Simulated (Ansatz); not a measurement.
Se (trigonal-Se type, space group P3_121)

```
CELL_PARAMETERS angstrom
      9.05880     0.00000     0.00000
     -2.26470     3.92257     0.00000
      0.00000     0.00000     5.04244
ATOMIC_POSITIONS crystal
  Se 0.10920 0.00000 0.83333
  Se 0.60920 0.00000 0.83333
  Se 0.00000 0.21841 0.16667
  Se 0.50000 0.21841 0.16667
  Se 0.39080 0.78159 0.50000
  Se 0.89080 0.78159 0.50000
```

Scan: atom 1 (Se, nearest neighbour Se at 2.400 Å; its periodic images, 4.5 Å or more away, move with it) is displaced along Cartesian [110], direction (0.707, 0.707, 0.000) in Cartesian axes, by s. The other atoms stay.

Computed with PBE (plane waves to 420 eV, PAW, scalar-relativistic; Ansatz, a first-principles code). k mesh 7×7×5 (Γ-centred), Fermi-Dirac smearing 0.05 eV. The energy includes the smearing's −TS. As the smearing reaches across the gap at some points, energies and forces of such displacements shift with the k mesh and the smearing. Se was relaxed with its symmetry unable to fall. The PAW data are Ansatz's earlier set. ΔE is measured from the undisplaced structure. The last digit holds for this mesh only.

```tsv
s (Å)	ΔE (meV/cell)
-0.720	1673.4
-0.576	1038.7
-0.432	563.2
-0.288	240.1
-0.144	57.3
0.000	0.0
0.144	51.4
0.288	193.0
0.432	405.1
0.576	667.1
0.720	957.8
```

What force constant k = d²E/ds² at s = 0 does the table give?

5.2 eV/Å². It is the second difference of the nearest points, corrected with the next pair.

With k = 5.25 eV/Å² from the forces, is the well harmonic out to s = 0.720 Å?

½ks² = 1360 meV/cell against the computed 958 meV/cell, so the well is softer than harmonic there.

(A displaced cell: forces are minus the slopes of the energy, force constants its curvatures, and phonons follow from these.)
